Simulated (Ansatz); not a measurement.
A geometry of Ir away from equilibrium: the start of the relaxation of a relaxed Ir cell, doubled along one cell vector, shaken by Gaussian noise of σ = 0.08 Å a coordinate. Calculation: PBE (plane waves to 420 eV, PAW, scalar-relativistic; Ansatz, a program for electronic structure). Γ-centred k-mesh 14×14×6 on the run's cell (coarser than for final values), Fermi–Dirac smearing 0.05 eV.

```xyz
2
Lattice="2.6570 0.0000 0.0000 -1.3285 2.3010 0.0000 0.0000 0.0000 5.1954" Properties=species:S:1:pos:R:3:forces:R:3 pbc="T T T" free_energy=-23872.452 pressure_GPa=3.5
Ir     0.0579     0.0426     1.4364    0.0872   -0.2320   -0.9613
Ir     0.0124     0.1665     3.8699   -0.0872    0.2320    0.9613
```

Positions in Å, forces in eV/Å, free energy of the cell in eV (comparable only within this code, potentials and settings). Largest force: 0.99 eV/Å, on Ir1, Ir2 (atoms numbered as listed); the geometry lies 0.43 eV/atom above the end of its relaxation.

No spin polarisation in the result.

The run could not lose the symmetry of its start: the end is stationary, and may be a saddle point rather than a minimum.

The end of the path is a generated cell of Ir: the first start was made by a random draw of sites in a space group, and the end was not matched to a known phase here, so it may be hypothetical. Known forms of Ir include space group No. 225.
